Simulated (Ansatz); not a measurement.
## Phonons of YSe₂ (fluorite structure)

Level of theory: DFT, PBEsol, scalar-relativistic, no spin polarisation; plane waves to 420 eV with PAW datasets (Ansatz 0.2.0), Gaussian smearing of 0.15 eV; PAW files: Ansatz's generated set soft_2.

```
Y Se
1.0
     0.00000    3.37840    3.37840
     3.37840    0.00000    3.37840
     3.37840    3.37840    0.00000
Y Se
1 2
Direct
  0.00000 0.00000 0.00000
  0.25000 0.25000 0.25000
  0.75000 0.75000 0.75000
```

The start was a prototype's sites filled with these elements, not a measured cell.

Force constants come from finite displacements in a 2×2×2 supercell (the unit cell's 10×10×10 k-mesh, folded to it); the long-range dipole term is not included. Points in reciprocal vectors of this cell: Γ = (0.000, 0.000, 0.000), X = (0.500, 0.000, 0.500), U = (0.625, 0.250, 0.625), K = (0.375, 0.375, 0.750), L = (0.500, 0.500, 0.500), W = (0.500, 0.250, 0.750).

Problem. Is the structure dynamically stable along this path, and where does the spectrum end?

Solution. Yes: no branch is imaginary beyond numerical noise. The highest frequency is 171 cm⁻¹, at W. Points that don't fit the supercell are interpolated.

Frequencies at the named points (cm⁻¹, imaginary ones negative):
```tsv
point	ω (cm⁻¹)
Γ	0 0 0 133 133 133 145 145 145
X	65 65 80 99 100 100 159 165 165
U	58 60 68 91 101 127 144 161 165
K	58 60 68 91 101 127 144 161 165
L	39 39 41 110 110 121 147 150 150
W	59 59 69 88 99 143 143 147 171
```

Problem. What does the harmonic approximation give for the vibrational free energy, entropy and heat capacity?

Solution. Zero-point energy 19.7 meV/atom.
```tsv
T (K)	F_vib (meV/atom)	S (J/K per mole of atoms)	C_V (J/K per mole of atoms)
100	11.2	19.3	20.3
200	-17.5	34.8	23.6
300	-58.9	44.5	24.3
400	-108.8	51.5	24.6
500	-165.2	57.0	24.7
600	-226.7	61.6	24.8
700	-292.5	65.4	24.8
800	-362.0	68.7	24.9
900	-434.8	71.6	24.9
1000	-510.4	74.2	24.9
```

The highest mode, 171 cm⁻¹, is worth 250 K. At 300 K the heat capacity has reached 98 % of the classical limit 3R = 24.9 J/K per mole of atoms, since all modes lie under k_BT.

The crystal is a metal or nearly so; low and unstable modes depend on mesh and smearing.

It ran for 4 min on 4 threads of Arm Neoverse V1 (shared host), peak memory 4.2 GiB.
